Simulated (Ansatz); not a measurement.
# SrTl: moving Sr off its site

SrTl, Pm-3m, a = 4.032 Å (as given, not relaxed at this level: 0.7 GPa). The structure is a COD entry; whether it is the stable form wasn't checked. Ansatz: r2SCAN, PAW, 500 eV, Γ-centred 12×12×12 mesh on 2 atoms, Gaussian smearing 0.15 eV; no spin polarisation.

```xyz
2
Lattice="4.0320 0.0000 0.0000 0.0000 4.0320 0.0000 0.0000 0.0000 4.0320" Properties=species:S:1:pos:R:3 pbc="T T T"
Sr    0.0000    0.0000    0.0000
Tl    2.0160    2.0160    2.0160
```

Atom 1 (Sr) moves by x along the unit vector (-1.000, 0.000, 0.000), with its periodic images; all else is held. y is the free energy of the cell over the start, F the force along the path summed over the moved atoms. Symmetry makes y even in x.

| x (Å) | y (meV) | F (eV/Å) |
| --- | --- | --- |
| -0.5000 | 260.9 | 1.03 |
| -0.2500 | 65.6 | 0.53 |
| 0.0000 | 0.0 | 0.00 |
| 0.0625 | 4.1 | -0.13 |
| 0.1250 | 16.4 | -0.26 |
| 0.1875 | 36.9 | -0.39 |
| 0.3125 | 102.5 | -0.66 |
| 0.3750 | 147.5 | -0.78 |
| 0.4375 | ? | ? |

**Question.** Fit y = c2 x² + c4 x⁴ to the energies of the other rows, give the force constant, and predict energy and force of the missing row.

**Answer.** Least squares on the rows shown. y = 1053.4 x² − 38.863 x⁴. The force constant is 2 c2 = 2.11 eV/Å² (for all images moving together, not for a lone atom). With two atoms in a cubic cell this is the optical mode at Γ (in a metal it hangs on mesh and smearing): ω = 521.5 √(2 c2/μ) = 97 cm⁻¹ for μ = 61.33 u. The force −dy/dx at the missing row is -0.91 eV/Å (computed -0.91). At x = 0.4375 the fit asked for gives 200.2 meV. The run gave 200.4 meV, so the fit is 0.2 meV too low, a small miss on the scale of the series.

Spin–orbit coupling is left out, which can shift energies with elements as heavy as these.